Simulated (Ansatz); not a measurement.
Y2AlSi2:
```
CELL_PARAMETERS angstrom
     -2.03812     2.85309     4.37706
      2.03812    -2.85309     4.37706
      2.03812     2.85309    -4.37706
ATOMIC_POSITIONS crystal
  Y  0.71058 0.21058 0.50000
  Y  0.28942 0.78942 0.50000
  Al 0.00000 0.00000 0.00000
  Si 0.28983 0.50000 0.78983
  Si 0.71017 0.50000 0.21017
```

Relaxed with r²SCAN. Special points in fractions of this cell's reciprocal vectors: Γ (0.000, 0.000, 0.000); X (0.500, 0.500, -0.500); F2 (0.304, 0.696, -0.304); Σ0 (-0.304, 0.304, 0.304); Y0 (0.356, -0.356, 0.356); U0 (0.644, 0.356, -0.356); R (0.000, 0.500, 0.000); W (0.250, 0.250, 0.250); S (0.500, 0.000, 0.000); T (0.000, 0.000, 0.500).

Q: List the band energies nearest the Fermi level at these points for DFT-r²SCAN in the program Ansatz with PAW potentials.

A: In eV from the Fermi level; about four levels below and three above (degenerate sets whole), none deeper than 8.9 eV; points with the same levels are listed once.

```csv
k,below,above
Γ,-1.63 -1.07 -0.62 -0.58,1.37 3.35 3.43
X,-5.15 -2.03 -1.32 -1.18,1.01 1.05 1.28
F2,-2.73 -1.29 -0.92 -0.91,1.91 2.54 2.83
Y0,-1.79 -1.57 -0.93 -0.89,1.18 1.49 1.99
R,-2.58 -1.72 -1.29 -1.05,2.03 3.07 3.45
W,-1.48 -1.12 -0.79 -0.58,0.92 1.76 2.48
S,-1.73 -1.63 -0.35 -0.10,0.36 1.96 2.51
T,-2.18 -0.99 -0.97 -0.51,1.73 1.83 2.65
```

Space group Immm. The workflow started from a Materials Project entry (that database holds measured and hypothetical structures alike); the Crystallography Open Database files this formula in space group No. 71, but the cells were not matched. Whether it is the stable phase at ambient conditions was not checked. The cell was relaxed with r²SCAN under the symmetry of its start; whether a distortion lowers the energy is not shown. The run is not spin-polarised. Scalar-relativistic: spin–orbit coupling is off unless named, which matters more the heavier the elements.

Potentials: the earlier of the program's two PAW sets.
